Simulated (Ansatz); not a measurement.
Start of a relaxation of Hf₃As₄:

```
Hf As
1.0
     5.53221    0.00000    0.00000
     0.00000    5.53221    0.00000
     0.00000    0.00000    5.53221
Hf As
3 4
Direct
  0.00000 0.00000 0.50000
  0.50000 0.00000 0.00000
  0.00000 0.50000 0.00000
  0.28429 0.71571 0.28429
  0.71571 0.28429 0.28429
  0.28429 0.28429 0.71571
  0.71571 0.71571 0.71571
```

The calculation used Ansatz 0.2.0, DFT PBE, scalar-relativistic, plane waves, PAW. Cutoff 420 eV, Gaussian smearing, Γ-centred meshes. Cell and atoms relax first on a coarse mesh and then on a converged one. In between, the cell is made exact in the group found at 0.06 Å. The steps can't lower the symmetry of their start. No spin polarisation.

A guess keeps its type if space group and coordination stay and the shape of the cell changes little (axis ratios within about 15 %, angles within 6°); the volume may change.

Task: Does it keep its structure type, or change into something else?

Result: It keeps its type. The symmetry stays P-43m (No. 215). The volume per atom grows by 19.3 %, from 24.2 to 28.8 Å³. The shortest distance goes from 2.52 Å (Hf–As) to 2.60 Å (Hf–As). Counting neighbours within 15 % of an atom's shortest distance, the start has As 3, Hf 4 and the end As 3, Hf 4.

The last run used a 6×6×6 mesh for its 7-atom cell and Gaussian smearing of 0.02 eV. Spin–orbit coupling, which can matter for Hf, is left out. A structure relaxed within its symmetry needn't be a true minimum.
